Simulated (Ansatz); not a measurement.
# From the elastic tensor of SrIr2 to moduli and sound speeds

Method: DFT LDA, scalar-relativistic, plane waves, PAW in Ansatz. Cutoff 420 eV, 8×8×8 k-points (Γ-centred), Fermi-Dirac smearing of 0.15 eV. No spin polarisation.

Symmetry: Fd-3m, No. 227, cubic system. The conventional cell has a = 7.588 Å, b = 7.588 Å, c = 7.588 Å, α = 90.00°, β = 90.00°, γ = 90.00°. Sr (site symmetry -43m) has 12 Ir at 3.15 Å and 4 Sr at 3.29 Å as nearest neighbours. Ir (site symmetry -3m) has 6 Ir at 2.68 Å as nearest neighbours.

In a metal, frequencies and elastic constants depend on the k mesh and the smearing, soft modes and shear constants most. Spin–orbit coupling is left out, which can shift energies with elements as heavy as these.

Relaxed-ion constants (GPa, on the Cartesian axes of the calculation):
```
244.9 143.2 143.2   0.0   0.0   0.0
143.2 244.9 143.2   0.0   0.0   0.0
143.2 143.2 244.9   0.0   0.0   0.0
  0.0   0.0   0.0  68.5   0.0   0.0
  0.0   0.0   0.0   0.0  68.5   0.0
  0.0   0.0   0.0   0.0   0.0  68.5
```

Density 14.355 g/cm³; 6 atoms in 109.21 Å³.

The values that follow are for a polycrystal of randomly turned grains, by Hill's mean where one number stands.

With S = C⁻¹: B_V = (C11+C22+C33+2(C12+C13+C23))/9, G_V = (C11+C22+C33−C12−C13−C23+3(C44+C55+C66))/15, 1/B_R = S11+S22+S33+2(S12+S13+S23), 15/G_R = 4(S11+S22+S33−S12−S13−S23)+3(S44+S55+S66); Hill is their mean. Then v_l = √((B+4G/3)/ρ), v_t = √(G/ρ), v_m = [(2/v_t³+1/v_l³)/3]^(−1/3) and Θ = (ħ/k_B)·v_m·(6π²n/V)^(1/3) for n atoms in the volume V; E = 9BG/(3B+G), ν = (3B−2G)/(2(3B+G)) and A^U = 5G_V/G_R + B_V/B_R − 6.

```json
{
  "Bulk modulus, Voigt / Reuss / Hill": "177.1 / 177.1 / 177.1 GPa",
  "Shear modulus, Voigt / Reuss / Hill": "61.4 / 60.1 / 60.8 GPa",
  "Young's modulus": "164 GPa",
  "Poisson ratio": "0.346",
  "Pugh ratio B/G": "2.91 (over 1.75, the rule of thumb for ductile)",
  "Universal anisotropy index": "0.11",
  "Longitudinal and transverse sound speeds": "4240 and 2058 m/s",
  "Debye temperature from the mean sound speed": "262 K"
}
```

Cost: 1 run of about 7.7 core-minutes, on Intel Xeon Processor @ 2.50GHz (Skylake/Cascade Lake) (shared hosts).